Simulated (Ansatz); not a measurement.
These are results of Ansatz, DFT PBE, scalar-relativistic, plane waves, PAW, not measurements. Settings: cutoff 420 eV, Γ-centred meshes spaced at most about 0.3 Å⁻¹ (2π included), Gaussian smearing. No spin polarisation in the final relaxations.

These are static total energies at zero pressure. All come from trial cells, and lower structures may exist.

Question: Order these relaxed structures of SnGe2Te3 by energy, lowest first, with the energy over the lowest of them.
A. Space group Cm (No. 8), monoclinic, a = 7.778 Å, b = 4.321 Å, c = 10.663 Å, β = 91.4°. Sn has 3 Te at 3.05–3.07 Å and 3 Te at 3.33–3.35 Å; around Ge on its first site lie 3 Te at 2.85–2.88 Å and 3 Te at 3.26–3.30 Å; Ge on its second site is surrounded by 3 Te at 2.85–2.88 Å and 3 Te at 3.26–3.30 Å; Te on its first site has 2 Ge at 2.88 Å, 1 Sn at 3.07 Å, 1 Ge at 3.30 Å and 2 Sn at 3.35 Å; 2 more sites not described.
B. Space group P-3m1 (No. 164), trigonal, a = 4.338 Å, c = 10.673 Å. Sn is surrounded by 6 Te at 3.18 Å; Ge has 6 Te at 3.02–3.03 Å; Te on a site of symmetry 3m has 3 Ge at 3.02 Å and 3 Sn at 3.18 Å; Te on a site of symmetry -3m has 6 Ge at 3.03 Å.

Answer: A (0 meV/atom), B (10 meV/atom). Forms: A Sn and Ge ordered on rock salt sites, Cm; B Sn and Ge ordered on rock salt sites, P-3m1. Counting Ge or Te atoms around Sn (for each partner element, those within 1.25 times its shortest distance or 1.15 times the sum of covalent radii, where it is the nearest in units of that sum or under 1.3): A has Sn 6; B has Sn 6.

Spin–orbit coupling, which can matter for Te, is left out. Cells relaxed within their symmetry can be saddle points. The Cm cell of SnGe2Te3 came from shaking the P-3m1 one. Some types were kept out of the candidates beforehand, so the set may lack a known form.
